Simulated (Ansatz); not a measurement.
GaGeTe in space group R-3m (No. 166; Ga on 6c, Ge on 6c, Te on 6c), plane-wave PAW r²SCAN+D4 (Ansatz code). The conduction-band minimum lies at T, with 1 equivalent valley. Second derivatives d²E/dk² of the lowest band at one valley (eV·Å²), along Cartesian directions:

| direction | d²E/dk² |
|---|---|
| [100] | 125.7 |
| [010] | 125.7 |
| [001] | 41.87 |
| [110] | 125.7 |
| [101] | 83.86 |
| [011] | 83.84 |

Question: Find the principal effective masses, the density-of-states mass and the conductivity mass.

Answer: Off-diagonal terms follow from H_xy = H[110] − (H_xx + H_yy)/2, and m*/mₑ = 7.620 eV·Å² over each eigenvalue: 0.061, 0.061, 0.18. One valley's DOS mass (m₁m₂m₃)^(1/3) = 0.087, conductivity mass 3/(Σ 1/mᵢ) = 0.078 mₑ.

Question: What effective density of states Nc follows at 300 K for parabolic valleys?

Answer: Nc = 2.509e19 × 1 × (0.087)^(3/2) ≈ 6.4e17 cm⁻³.

The workflow started from a Materials Project entry (that database holds measured and hypothetical structures alike); the Crystallography Open Database copy checked does not list it. Whether it is the stable phase at ambient conditions was not checked. Symmetry was held in the r²SCAN+D4 relaxation; its stability against distortions is not shown here. Scalar-relativistic: spin–orbit coupling is off unless named, which matters more the heavier the elements.

Potentials: the later of the program's two PAW sets.

Edges and masses are those of Kohn–Sham bands, whose gap is no quasiparticle gap.
